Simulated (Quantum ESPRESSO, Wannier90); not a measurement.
**ZnTe (zinc blende): Wannier90 run**

Materials Project entry mp-2176; symmetrised, unrelaxed at this level. COD (Crystallography Open Database) has the formula in 3 space groups, this one among them (matched by group alone). Level: PBEsol, no spin polarisation, no spin-orbit coupling; pw.x of Quantum ESPRESSO at 68 Ry with PseudoDojo potentials, 10×10×10 k-points, Wannier90. Density: 10×10×10 mesh, cold smearing 0.01 Ry. Spin-orbit coupling is left out although heavy elements are present.

On the energy scale of pw.x, whose zero is arbitrary, the valence-band maximum lies at 8.00 eV.

Input w.win:

```
num_bands = 3
num_wann = 3
exclude_bands = 1-15,19-31
num_iter = 800
conv_tol = 1.0e-6
conv_window = 4
write_hr = true
write_u_matrices = true
auto_projections = true
begin unit_cell_cart
ang
    0.0000000000    3.0556150000    3.0556150000
    3.0556150000    0.0000000000    3.0556150000
    3.0556150000    3.0556150000    0.0000000000
end unit_cell_cart
begin atoms_frac
Zn   0.5000000000  0.5000000000  0.5000000000
Te  -0.2500000000 -0.2500000000 -0.2500000000
end atoms_frac
mp_grid = 10 10 10
begin kpoints
0.0000000000 0.0000000000 0.0000000000
0.0000000000 0.0000000000 0.1000000000
0.0000000000 0.0000000000 0.2000000000
... (997 more lines: the 10x10x10 mesh through Gamma)
end kpoints
```

Input of pw2wannier90.x that gives the overlap and projection files (equivalent; here they were cut from one run over all bands):

```
&inputpp
  outdir = './out'
  prefix = 'pwscf'
  seedname = 'w'
  write_amn = .true.
  write_mmn = .true.
  atom_proj = .true.
  atom_proj_exclude = 1 2 3 4 5 6 7 8 9 10 11 12 13 14 15 16
/
```

Output w.wout (banner and timings cut):

```
                                    ------
                                    SYSTEM
                                    ------

                              Lattice Vectors (Ang)
                    a_1     0.000000   3.055615   3.055615
                    a_2     3.055615   0.000000   3.055615
                    a_3     3.055615   3.055615   0.000000

                   Unit Cell Volume:      57.05923  (Ang^3)

                        Reciprocal-Space Vectors (Ang^-1)
                    b_1    -1.028138   1.028138   1.028138
                    b_2     1.028138  -1.028138   1.028138
                    b_3     1.028138   1.028138  -1.028138

 *----------------------------------------------------------------------------*
 |   Site       Fractional Coordinate          Cartesian Coordinate (Ang)     |
 +----------------------------------------------------------------------------+
 | zn   1   0.50000   0.50000   0.50000   |    3.05561   3.05561   3.05561    |
 | te   1  -0.25000  -0.25000  -0.25000   |   -1.52781  -1.52781  -1.52781    |
 *----------------------------------------------------------------------------*
                                ------------
                                K-POINT GRID
                                ------------

             Grid size = 10 x 10 x 10      Total points = 1000

 *---------------------------------- MAIN ------------------------------------*
 |  Number of Wannier Functions               :                 3             |
 |  Number of Objective Wannier Functions     :                 3             |
 |  Number of input Bloch states              :                 3             |
 |  Output verbosity (1=low, 5=high)          :                 1             |
 |  Timing Level (1=low, 5=high)              :                 1             |
 |  Optimisation (0=memory, 3=speed)          :                 3             |
 |  Length Unit                               :               Ang             |
 |  Post-processing setup (write *.nnkp)      :                 F             |
 |  Using Gamma-only branch of algorithms     :                 F             |
 *----------------------------------------------------------------------------*
 *------------------------------- WANNIERISE ---------------------------------*
 |  Total number of iterations                :               800             |
 |  Number of CG steps before reset           :                 5             |
 |  Trial step length for line search         :             2.000             |
 |  Convergence tolerence                     :         0.100E-05             |
 |  Convergence window                        :                 4             |
 |  Iterations between writing output         :                 1             |
 |  Iterations between backing up to disk     :               100             |
 |  Write r^2_nm to file                      :                 F             |
 |  Write xyz WF centres to file              :                 F             |
 |  Write on-site energies <0n|H|0n> to file  :                 F             |
 |  Use guiding centre to control phases      :                 F             |
 |  Use phases for initial projections        :                 F             |
 *----------------------------------------------------------------------------*
 *-------------------------------- PLOTTING ----------------------------------*
 |  Plotting Hamiltonian in WF basis          :                 T             |
 *----------------------------------------------------------------------------*

 *---------------------------------- K-MESH ----------------------------------*
 +----------------------------------------------------------------------------+
 |                    Distance to Nearest-Neighbour Shells                    |
 |                    ------------------------------------                    |
 |          Shell             Distance (Ang^-1)          Multiplicity         |
 |          -----             -----------------          ------------         |
 |             1                   0.178079                      8            |
 |             2                   0.205628                      6            |
 |             3                   0.290801                     12            |
 |             4                   0.340995                     24            |
 |             5                   0.356157                      8            |
 |             6                   0.411255                      6            |
 |             7                   0.448155                     24            |
 |             8                   0.459797                     24            |
       ... (lines left out)
 +----------------------------------------------------------------------------+
 | The b-vectors are chosen automatically                                     |
 | The following shells are used:                       1                     |
 +----------------------------------------------------------------------------+
 |                        Shell   # Nearest-Neighbours                        |
 |                        -----   --------------------                        |
 |                          1               8                                 |
 +----------------------------------------------------------------------------+
 | Completeness relation is fully satisfied [Eq. (B1), PRB 56, 12847 (1997)]  |
 +----------------------------------------------------------------------------+
 |                  b_k Vectors (Ang^-1) and Weights (Ang^2)                  |
 |                  ----------------------------------------                  |
 |            No.         b_k(x)      b_k(y)      b_k(z)        w_b           |
 |            ---        --------------------------------     --------        |
 |             1         0.102814    0.102814   -0.102814    11.825174        |
 |             2         0.102814   -0.102814    0.102814    11.825174        |
 |             3        -0.102814    0.102814    0.102814    11.825174        |
 |             4         0.102814    0.102814    0.102814    11.825174        |
 |             5        -0.102814   -0.102814    0.102814    11.825174        |
 |             6        -0.102814    0.102814   -0.102814    11.825174        |
 |             7         0.102814   -0.102814   -0.102814    11.825174        |
 |             8        -0.102814   -0.102814   -0.102814    11.825174        |
 +----------------------------------------------------------------------------+
 |                           b_k Directions (Ang^-1)                          |
 |                           -----------------------                          |
 |            No.           x           y           z                         |
 |            ---        --------------------------------                     |
 |             1         0.102814    0.102814   -0.102814                     |
 |             2         0.102814   -0.102814    0.102814                     |
 |             3        -0.102814    0.102814    0.102814                     |
 |             4         0.102814    0.102814    0.102814                     |
 +----------------------------------------------------------------------------+

 Starting a new Wannier90 calculation ...

 Reading overlaps from w.mmn

 Reading projections from w.amn

 *------------------------------- WANNIERISE ---------------------------------*
 +--------------------------------------------------------------------+<-- CONV
 | Iter  Delta Spread     RMS Gradient      Spread (Ang^2)            |<-- CONV
 +--------------------------------------------------------------------+<-- CONV

 ------------------------------------------------------------------------------
 Initial State
  WF centre and spread    1  ( -1.527807, -1.527807, -1.527807 )     4.13002943
  WF centre and spread    2  ( -1.527807, -1.527808, -1.527807 )     4.13002943
  WF centre and spread    3  ( -1.527808, -1.527807, -1.527807 )     4.13002943
  Sum of centres and spreads ( -4.583423, -4.583423, -4.583422 )    12.39008828

      0     0.124E+02     0.0000000000       12.3900882796  <-- CONV
        O_D=      0.0301724 O_OD=      0.8902156 O_TOT=     12.3900883 <-- SPRD
 ------------------------------------------------------------------------------
      1    -0.496E-01     0.1007762746       12.3405264440  <-- CONV
        O_D=      0.0248573 O_OD=      0.8459689 O_TOT=     12.3405264 <-- SPRD
      2    -0.204E-01     0.0741107470       12.3201222271  <-- CONV
        O_D=      0.0231983 O_OD=      0.8272237 O_TOT=     12.3201222 <-- SPRD
      3    -0.105E-01     0.0559483507       12.3095821615  <-- CONV
        O_D=      0.0216571 O_OD=      0.8182248 O_TOT=     12.3095822 <-- SPRD
      4    -0.324E-02     0.0367529583       12.3063385510  <-- CONV
        O_D=      0.0203478 O_OD=      0.8162905 O_TOT=     12.3063386 <-- SPRD
      5    -0.552E-03     0.0189060651       12.3057864170  <-- CONV
        O_D=      0.0200286 O_OD=      0.8160576 O_TOT=     12.3057864 <-- SPRD
       ... (lines left out)
     11    -0.174E-06     0.0003428476       12.3056510293  <-- CONV
        O_D=      0.0199812 O_OD=      0.8159696 O_TOT=     12.3056510 <-- SPRD
     12    -0.955E-07     0.0002016345       12.3056509338  <-- CONV
        O_D=      0.0199814 O_OD=      0.8159693 O_TOT=     12.3056509 <-- SPRD
     13    -0.205E-07     0.0001174003       12.3056509132  <-- CONV
        O_D=      0.0199812 O_OD=      0.8159694 O_TOT=     12.3056509 <-- SPRD
             <<<     Delta < 1.000E-06  over  4 iterations     >>>
             <<< Wannierisation convergence criteria satisfied >>>
 Final State
  WF centre and spread    1  ( -1.527807, -1.527807, -1.527807 )     4.10188364
  WF centre and spread    2  ( -1.527808, -1.527808, -1.527807 )     4.10188364
  WF centre and spread    3  ( -1.527808, -1.527807, -1.527807 )     4.10188364
  Sum of centres and spreads ( -4.583423, -4.583423, -4.583422 )    12.30565091

         Spreads (Ang^2)       Omega I      =    11.469700244
        ================       Omega D      =     0.019981243
                               Omega OD     =     0.815969426
    Final Spread (Ang^2)       Omega Total  =    12.305650913
```
